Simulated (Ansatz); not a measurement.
## NaCl: excitons and shallow donors from band masses and screening

These are results of Ansatz 0.2.0, DFT PBEsol, scalar-relativistic, plane waves, PAW, not measurements.

Cutoff 420 eV; k points 8×8×8 on the computed 2-atom cell (Γ-centred); Gaussian smearing, width 0.02 eV; no spin polarisation.

Relaxed cell: Fm-3m, a = 5.602 Å, b = 5.602 Å, c = 5.602 Å, α = 90.00°, β = 90.00°, γ = 90.00°, 2 atoms in the primitive cell.

The calculation gives a Kohn–Sham gap of 5.01 eV, an electron mass of 0.388 mₑ and a hole mass of 1.24 mₑ (harmonic means over x, y, z and over the bands degenerate at each edge), and ε∞ = 2.83 (independent particles, mean of the diagonal).

**Question.** Estimate the binding energy and radius of a Wannier–Mott exciton and of a shallow donor, and say whether the hydrogenic model can hold.

**Answer.** The reduced mass is μ = mₙmₕ/(mₙ + mₕ) = 0.296 mₑ, with mₙ and mₕ the band masses. With E_b = 13.606 eV × μ/ε² and a = 0.529 Å × ε/μ (μ in mₑ) the exciton has E_b = 504 meV and a = 5.1 Å. For a donor μ is the electron mass: 661 meV and 3.9 Å. The radius isn't large against the shortest lattice vector (3.96 Å), so the continuum picture is doubtful and the numbers are only a scale. In a polar crystal the ions screen too, so a state bound more weakly than an optical phonon feels the larger static constant, which lowers the energy and widens the orbit. The other way, the small Kohn–Sham gap and the missing local fields make ε∞ too large and the masses tend to be too light, which underbinds.